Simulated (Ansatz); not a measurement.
Problem. Sn (β-Sn type, I4_1/amd) is relaxed with DFT-PBE in the program Ansatz with PAW potentials. What lattice parameters of the conventional cell result?

Solution. a = 5.925 Å, c = 3.237 Å.

The cell was relaxed with PBE under the symmetry of its start. At this level the phase is mechanically unstable. Axis ratios of metals converge slowly with the k-mesh, so a and c are less sure than the volume. Spin–orbit coupling is left out wherever it is not named.

Potentials: the later of the program's two PAW sets.
